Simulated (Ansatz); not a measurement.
The start is a relaxed ZnSnN2 cell, doubled along one cell vector, shaken by Gaussian noise of σ = 0.08 Å a coordinate. The structure is fully relaxed (lattice and positions, P = 0) with PBE (plane waves to 420 eV, PAW, scalar-relativistic; Ansatz, a program for electronic structure). The first steps use a coarse 6×6×3 k-mesh.

Initial structure:
```
ZnSnN2
1.0
    4.08449     0.00000     0.00000
    0.00000     4.08449     0.00000
    0.00000     0.00000     7.55236
N Sn Zn
4 2 2
Direct
  0.51897   0.97787   0.10138
  0.52689   0.97217   0.58373
  0.98227   0.51789   0.09926
  0.00679   0.48693   0.59617
  0.52459   0.47487   0.00605
  0.48150   0.48165   0.48051
  0.00372   0.96707   0.13404
  0.04210   0.00542   0.65153
```

Q: What is the largest force in the starting geometry, and on which atom (counted from 1)?

A: About 3.3 eV/Å, on N3 (atoms numbered as listed).

Q: By how much does the energy per atom fall from start to end?

A: 0.48 eV/atom.

Q: How does the volume per atom move from start to end?

A: -15.8 %, from 15.75 to 13.26 Å³/atom.

Q: Does it find its way back to the structure it was made from?

A: It does not go back: it reaches P-6m2 (No. 187), 0.40 eV/atom below the parent.

Q: What band gap does the relaxed structure have at this level?

A: No gap (metallic).

Q: Give the final cell and atomic positions.

A: 
```cif
data_N2SnZn
_chemical_formula_sum 'N2 Sn1 Zn1'
_space_group_name_H-M_alt 'P-6m2'
_space_group_IT_number 187
_space_group_name_Hall 'P -6 2'
_cell_length_a 3.67295
_cell_length_b 3.67295
_cell_length_c 4.53923
_cell_angle_alpha 90.000
_cell_angle_beta 90.000
_cell_angle_gamma 120.000
loop_
_atom_site_label
_atom_site_type_symbol
_atom_site_symmetry_multiplicity
_atom_site_Wyckoff_symbol
_atom_site_fract_x
_atom_site_fract_y
_atom_site_fract_z
_atom_site_occupancy
N1 N 1 b 0.00000 0.00000 0.50000 1
N2 N 1 c 0.33333 0.66667 0.00000 1
Sn1 Sn 1 d 0.33333 0.66667 0.50000 1
Zn1 Zn 1 a 0.00000 0.00000 0.00000 1
```

Final values are on a 15×15×10 k-mesh of the relaxed cell. No spin polarisation in the result.

The relaxed structure here is a generated cell of ZnSnN2: the first start was made by a random draw of sites in a space group, and the end was not matched to a known phase here, so it may be hypothetical.
